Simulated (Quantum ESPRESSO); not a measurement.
pw.x input (Quantum ESPRESSO 7.5; PBEsol, PseudoDojo standard norm-conserving files, fully relativistic):

```
&CONTROL
  calculation = 'scf'
  pseudo_dir = './pseudo'
  outdir = './out'
  tprnfor = .true.
  tstress = .true.
/
&SYSTEM
  ibrav = 0
  nat = 4
  ntyp = 3
  ecutwfc = 102.0
  ecutrho = 408.0
  occupations = 'smearing'
  smearing = 'fd'
  degauss = 0.002
  nbnd = 74
  noncolin = .true.
  lspinorb = .true.
/
&ELECTRONS
  conv_thr = 4e-10
/
ATOMIC_SPECIES
S 32.0600 S.upf
Se 78.9710 Se.upf
Cd 112.4140 Cd.upf
CELL_PARAMETERS angstrom
  4.211870559822   0.000000000000   0.000000000000
 -2.105935279911   3.647586902257   0.000000000000
  0.000000000000   0.000000000000   6.871491986000
ATOMIC_POSITIONS crystal
S   0.000000000000   0.000000000000   0.121505978300
Se   0.333333333333   0.666666666667   0.626821152200
Cd   0.000000000000   0.000000000000   0.488905031600
Cd   0.333333333333   0.666666666667   0.010767837800
K_POINTS automatic
9 9 4 0 0 0
```

End of the output:

```

[...]
     the Fermi energy is     7.8184 ev
!    total energy              =    -963.69392503 Ry
     estimated scf accuracy    <          2.7E-10 Ry
     smearing contrib. (-TS)   =      -0.00000001 Ry
     internal energy E=F+TS    =    -963.69392503 Ry
     The total energy is F=E-TS. E is the sum of the following terms:
     one-electron contribution =    -655.04823197 Ry
     hartree contribution      =     338.37438104 Ry
     xc contribution           =    -148.87161806 Ry
     ewald contribution        =    -498.14845604 Ry
     convergence has been achieved in  10 iterations
     Forces acting on atoms (cartesian axes, Ry/au):
     atom    1 type  1   force =     0.00000000    0.00000000    0.00013156
     atom    2 type  2   force =     0.00000000    0.00000000   -0.00018486
     atom    3 type  3   force =     0.00000000   -0.00000000   -0.00020031
     atom    4 type  3   force =     0.00000000    0.00000000    0.00025361
     Total force =     0.000395     Total SCF correction =     0.000083
     SCF correction compared to forces is large: reduce conv_thr to get better values
     Computing stress (Cartesian axis) and pressure
          total   stress  (Ry/bohr**3)                   (kbar)     P=       -1.08
  -0.00000848   0.00000000  -0.00000000           -1.25        0.00       -0.00
   0.00000000  -0.00000848  -0.00000000            0.00       -1.25       -0.00
  -0.00000000  -0.00000000  -0.00000511           -0.00       -0.00       -0.75
```
In a gapped system the printed Fermi energy is only some level inside the gap.

Geometry relaxed with PBEsol.
